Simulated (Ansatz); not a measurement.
The elements of this relaxed trial crystal are hidden behind letters.

```
lattice vectors (Å)
   3.7262    2.1513    3.7645
  -3.7262    2.1513    3.7645
   0.0000   -4.3027    3.7645
fractional positions
X 0.5000 0.5000 0.5000
Z 0.5000 0.5000 0.0000
Z 0.5000 0.0000 0.5000
Z 0.0000 0.5000 0.5000
Z 0.2461 0.2461 0.2461
Z 0.7539 0.7539 0.7539
```

Computed with Ansatz 0.2.0, DFT PBE, scalar-relativistic, plane waves, PAW, and for the lanthanide a 4f-in-core norm-conserving potential. Settings of the last relaxation (6-atom cell): 660 eV, 6×6×6 k points, Gaussian smearing of 0.10 eV, no spin polarisation.

```
Space group                              : R-3m (No. 166)
Conventional cell                        : a = 7.452 Å, c = 11.293 Å
Volume per atom                          : 30.18 Å³
Density                                  : 2.79 g/cm³
Energy over the elements                 : −0.51 eV/atom
Gap on the 6×6×6 mesh of the 6-atom cell : 0 eV (a metal)
```

Energies are uncorrected and count from the elements' standard states at the same level.

Question: X is a lanthanide and Z is a p-block element of period 3. Which elements are they?

Answer: X = Nd, Z = S, so the formula is NdS5. Density times volume gives a mean mass of 2.79 × 30.18/1.6605 = 50.7 u per atom, and this set has 50.8 u. Nd has 8 S at 2.86–2.87 Å; around S on a site of symmetry 2/m lie 2 S at 2.37 Å and 2 Nd at 2.86 Å; S on a site of symmetry 3m is surrounded by 3 S at 2.37 Å and 1 Nd at 2.87 Å. Other sets within the hints have nearly the same mass, so mass alone doesn't settle it; this one was computed.

An odd number of valence electrons (the lanthanide is held trivalent, its 4f shell in the core) allows no gap without spin; another valence of the lanthanide, a larger cell or a magnetic state could open one. The cell is a metal run without spin; a magnetic state may lie lower. Symmetry constrained the relaxation, so the result can be a saddle point.

The lanthanide is trivalent by construction, without f bands, f moments or other valences. The reference runs of the other elements, and any phases without the lanthanide, used 420 eV, which shifts energies against them by under 10 meV/atom. The lanthanide's reference is the lowest of its hcp, dhcp and fcc cells.
